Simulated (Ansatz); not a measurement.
All-electron LAPW in Ansatz 0.2.0 under PBE, scalar-relativistic, energies extrapolated to zero smearing. Slabs are 1×1 cells cut from bulk crystals relaxed on PAW files, with atoms then relaxed, 16 to 20 Å of vacuum, a dipole correction, k spacings of 0.16 to 0.26 Å⁻¹ and smearing of 0.02 to 0.1 eV, without spin–orbit coupling or spin polarisation. The bulk type named needn't be the stable one, and no reconstruction is allowed.

```json
{"slab": "hcp Hf (10-10), 6 layers", "area (Å²)": "16.24", "γ (J/m²)": "1.85", "Φ (eV)": "3.85", "Δd12 (%)": "-5.1"}
{"slab": "hcp Hf (0001), 4 layers", "area (Å²)": "8.89", "γ (J/m²)": "1.72", "Φ (eV)": "4.34", "Δd12 (%)": "-6.7"}
{"slab": "hcp Hf (0001), 5 layers", "area (Å²)": "8.89", "γ (J/m²)": "1.73", "Φ (eV)": "?", "Δd12 (%)": "-6.2"}
{"slab": "hcp Hf (0001), 3 layers", "area (Å²)": "8.89", "γ (J/m²)": "1.78", "Φ (eV)": "4.29", "Δd12 (%)": "-3.9"}
{"slab": "hcp Hf (0001), 6 layers", "area (Å²)": "8.89", "γ (J/m²)": "1.73", "Φ (eV)": "4.33", "Δd12 (%)": "?"}
```

Question: Fill in "Δd12 (%)" for the row "hcp Hf (0001), 6 layers".

Answer: -6.3.

Question: Give the missing entry: row "hcp Hf (0001), 5 layers", column "Φ (eV)".

Answer: 4.35.
